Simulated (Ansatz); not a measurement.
The start is a generated trial cell of TiSi2 in the AFLOW prototype A2B_oP12_62_2c_c (C23, as in PbCl2). The cell and all atomic positions are relaxed at zero pressure with r2SCAN (plane waves to 500 eV, PAW, scalar-relativistic; Ansatz, an electronic-structure program). The first steps use a coarse 3×5×3 k-mesh.

The start:
```yaml
crystal:
  lattice:
    - [6.26895, 0.00000, 0.00000]
    - [0.00000, 3.73008, 0.00000]
    - [0.00000, 0.00000, 7.44107]
  atoms:
    - { symbol: Ti, position: [0.73770, 0.25000, 0.59590] }
    - { symbol: Ti, position: [0.23770, 0.25000, 0.90410] }
    - { symbol: Ti, position: [0.26230, 0.75000, 0.40410] }
    - { symbol: Ti, position: [0.76230, 0.75000, 0.09590] }
    - { symbol: Si, position: [0.62500, 0.25000, 0.92170] }
    - { symbol: Si, position: [0.12500, 0.25000, 0.57830] }
    - { symbol: Si, position: [0.37500, 0.75000, 0.07830] }
    - { symbol: Si, position: [0.87500, 0.75000, 0.42170] }
    - { symbol: Si, position: [0.52020, 0.25000, 0.33700] }
    - { symbol: Si, position: [0.02020, 0.25000, 0.16300] }
    - { symbol: Si, position: [0.47980, 0.75000, 0.66300] }
    - { symbol: Si, position: [0.97980, 0.75000, 0.83700] }
```

Question: How large is the pressure on the unrelaxed cell, and of which sign?

Answer: +17 GPa (positive: the cell is compressed).

Question: Which atoms feel the largest initial force, and how large is it?

Answer: About 3.4 eV/Å, on Ti1, Ti2, Ti3, Ti4 (atoms numbered as listed).

Question: How much energy is released per atom?

Answer: 0.82 eV/atom.

Question: How does the volume per atom move from start to end?

Answer: -0.4 %, from 14.50 to 14.44 Å³/atom.

Question: What band gap does the relaxed structure have at this level?

Answer: Zero (metallic).

Question: Give the final cell and atomic positions.

Answer: 
Space group Pnma (No. 62); a = 5.7760 Å, b = 3.5254 Å, c = 8.5101 Å, α = β = γ = 90.00°

| atom | site | symmetry | x | y | z |
|---|---|---|---|---|---|
| Ti | 4c | .m. | 0.1683 | 0.2500 | 0.8759 |
| Si | 4c | .m. | 0.1295 | 0.2500 | 0.5643 |
| Si | 4c | .m. | 0.1502 | 0.2500 | 0.1887 |

The space group stays Pnma (No. 62) (the run could not lower it), with 12 atoms in the primitive cell. Final values are on a 7×11×5 k-mesh of the relaxed cell. No spin polarisation in the result.

The run could not lose the symmetry of its start, so the end can be a saddle point.

The relaxed structure here is a generated cell of TiSi2: the first start was made by placing the elements on the sites of a structure type, and the end was not matched to a known phase here, so it may be hypothetical. Known forms of TiSi2 include space group No. 63, 70.
